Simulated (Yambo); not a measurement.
Yambo run on NaOH (space group Cmcm, No. 63). The wavefunctions come from this Quantum ESPRESSO step (PBEsol, PseudoDojo standard norm-conserving files, scalar-relativistic):

```
&CONTROL
  calculation = 'nscf'
  pseudo_dir = './pseudo'
  outdir = './out'
/
&SYSTEM
  ibrav = 0
  nat = 6
  ntyp = 3
  ecutwfc = 88.0
  ecutrho = 352.0
  occupations = 'fixed'
  force_symmorphic = .true.
  nbnd = 119
/
&ELECTRONS
  conv_thr = 6.000000000000001e-09
  diago_full_acc = .true.
  diago_thr_init = 1e-08
/
ATOMIC_SPECIES
H 1.0080 H.upf
O 15.9990 O.upf
Na 22.9898 Na.upf
CELL_PARAMETERS angstrom
  1.696581757000  -5.401210869000   0.000000000000
  1.696581757000   5.401210869000   0.000000000000
  0.000000000000   0.000000000000   3.373618476000
ATOMIC_POSITIONS crystal
H   0.038968310500   0.961031689500   0.750000000000
H   0.961031689500   0.038968310500   0.250000000000
O   0.871590712900   0.128409287100   0.250000000000
O   0.128409287100   0.871590712900   0.750000000000
Na   0.341551096200   0.658448903800   0.750000000000
Na   0.658448903800   0.341551096200   0.250000000000
K_POINTS automatic
4 4 4 0 0 0
```

Yambo input:

```
rim_cut
gw0
dyson
el_el_corr
HF_and_locXC
ppa
em1d
RandQpts= 1000000
RandGvec= 1 Ry
EXXRLvcs= 88 Ry
VXCRLvcs= 352 Ry
Chimod= "HARTREE"
% BndsRnXp
 3 | 118 |
%
NGsBlkXp= 8 Ry
% LongDrXp
 1.0 | 1.0 | 1.0 |
%
PPAPntXp= 27.2114 eV
% GbndRnge
 1 | 118 |
%
GTermKind= "BG"
DysSolver= "n"
ExtendOut
% QPkrange
 1 | 1 | 16 | 17 |
 3 | 3 | 16 | 17 |
 7 | 7 | 16 | 17 |
 9 | 9 | 16 | 17 |
 19 | 19 | 16 | 17 |
 21 | 21 | 16 | 17 |
%
```

k points by index: 1 = Γ, 3 = (0, 0, -0.5), 7 = (0, -0.5, 0), 9 = (0, -0.5, -0.5), 19 = (-0.5, -0.5, 0), 21 = (-0.5, -0.5, -0.5).

Table of the .qp output:

```
#    K-point    Band    Eo [eV]    E [eV]    E-Eo [eV]    Vxc [eV]    Vnlxc [eV]    Sc|Eo [eV]    Sc|E [eV]    dSc/dw|Eo [eV]    Re(Z)    Im(Z)
#
    1    16    0.000000    -1.700574    -1.700574    -19.23499    -25.17426    3.808274    4.238697    -6.886721    0.798030    -0.001333
    1    17    3.047647    4.145219    1.097572    -9.795175    -5.663852    -2.871581    -3.033751    -4.020289    0.871274    -0.832813E-3
    3    16    -0.238705    -2.027805    -1.789100    -18.79740    -24.91664    3.874650    4.330149    -6.927314    0.797081    -0.001404
    3    17    6.738007    8.243168    1.505162    -11.61811    -6.833230    -3.018533    -3.279713    -4.721272    0.852146    -0.001655
    7    16    -0.090841    -1.821981    -1.731140    -19.03724    -25.04693    3.839295    4.278550    -6.903952    0.797627    -0.001348
    7    17    6.297222    7.896886    1.599664    -11.72494    -6.561221    -3.296195    -3.564057    -4.556180    0.856576    -0.001116
    9    16    -1.038659    -2.975387    -1.936728    -17.61880    -23.80493    3.761553    4.249406    -6.853815    0.798800    -0.001443
    9    17    8.438765    9.719822    1.281057    -8.855205    -4.169989    -3.208052    -3.404159    -4.165856    0.867232    0.001042
    19    16    -0.044565    -1.791502    -1.746936    -19.17698    -25.23516    3.867498    4.311245    -6.911476    0.797451    -0.001358
    19    17    4.245007    5.549908    1.304901    -10.75415    -6.294479    -2.950538    -3.154774    -4.258703    0.864674    -0.860209E-3
    21    16    -0.237546    -2.026238    -1.788692    -18.80256    -24.92110    3.874483    4.329840    -6.926741    0.797094    -0.001402
    21    17    6.435332    7.817545    1.382212    -10.04837    -5.282546    -3.166989    -3.383608    -4.264199    0.864522    -0.001069
```
(The two width columns are left out.) Convergence of these settings isn't established.

Geometry relaxed with PBE+D3(BJ).

The structure is a Materials Project entry; no match was found in the copy of COD used, and its stability was not checked.
